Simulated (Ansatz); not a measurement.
The start is a generated cell, AlRu built in the AFLOW prototype AB_oI4_44_a_b (as in GaAs). A full variable-cell relaxation at zero pressure is run with PBEsol (plane waves to 420 eV, PAW, scalar-relativistic; Ansatz, a quantum-chemistry and plane-wave program). The first steps use a coarse 15×15×15 k-mesh.

The start:
```
AlRu
1.0
   -2.22556     2.28596     1.22429
    2.22556    -2.28596     1.22429
    2.22556     2.28596    -1.22429
Ru Al
1 1
Cartesian
  0.00000   0.00000   0.00000
  0.00000   2.28596   0.18364
```

### Question
How large is the pressure on the unrelaxed cell, and of which sign?

### Answer
+42.1 GPa (positive: the cell is compressed).

### Question
Which atoms feel the largest initial force, and how large is it?

### Answer
0.03 eV/Å, on Ru1, Al2 (atoms numbered as listed).

### Question
Does the structure survive the relaxation? Give the final space group.

### Answer
The space group goes from Imm2 (No. 44) to Immm (No. 71), with 2 atoms in the primitive cell.

### Question
How does the volume change?

### Answer
+16.9 %, from 12.46 to 14.57 Å³/atom.

### Question
How do the shortest distances between atoms change?

### Answer
The closest pairs of elements (up to four, under 3.6 Å), start → end: Al–Ru 2.29 → 2.45 Å; Ru–Ru 2.45 → 2.89 Å; Al–Al 2.45 → 2.89 Å.

### Question
What band gap does the relaxed structure have at this level?

### Answer
Zero (metallic).

### Question
Write out the relaxed structure.

### Answer

```cif
data_Al2Ru2
_chemical_formula_sum 'Ru2 Al2'
_space_group_name_H-M_alt 'Immm'
_space_group_IT_number 71
_space_group_name_Hall '-I 2 2'
_cell_length_a 2.89280
_cell_length_b 4.10975
_cell_length_c 4.90130
_cell_angle_alpha 90.000
_cell_angle_beta 90.000
_cell_angle_gamma 90.000
loop_
_space_group_symop_operation_xyz
  'x, y, z'
  '-x, -y, -z'
  '-x, -y, z'
  'x, y, -z'
  'x, -y, -z'
  '-x, y, z'
  '-x, y, -z'
  'x, -y, z'
  'x+1/2, y+1/2, z+1/2'
  '-x+1/2, -y+1/2, -z+1/2'
  '-x+1/2, -y+1/2, z+1/2'
  'x+1/2, y+1/2, -z+1/2'
  'x+1/2, -y+1/2, -z+1/2'
  '-x+1/2, y+1/2, z+1/2'
  '-x+1/2, y+1/2, -z+1/2'
  'x+1/2, -y+1/2, z+1/2'
loop_
_atom_site_label
_atom_site_type_symbol
_atom_site_symmetry_multiplicity
_atom_site_Wyckoff_symbol
_atom_site_fract_x
_atom_site_fract_y
_atom_site_fract_z
_atom_site_occupancy
Ru1 Ru 2 b 0.50000 0.00000 0.00000 1
Al1 Al 2 d 0.00000 0.50000 0.00000 1
```
(The calculation used a cell of 2 atoms; values per cell refer to that cell.)

Final values are on a 19×19×19 k-mesh of the relaxed cell. No spin polarisation in the result.

The run could not lose the symmetry of its start: the end is stationary, and may be a saddle point rather than a minimum.

The relaxed structure here is a generated cell of AlRu: the first start was made by placing the elements on the sites of a structure type, and the end was not matched to a known phase here, so it may be hypothetical.
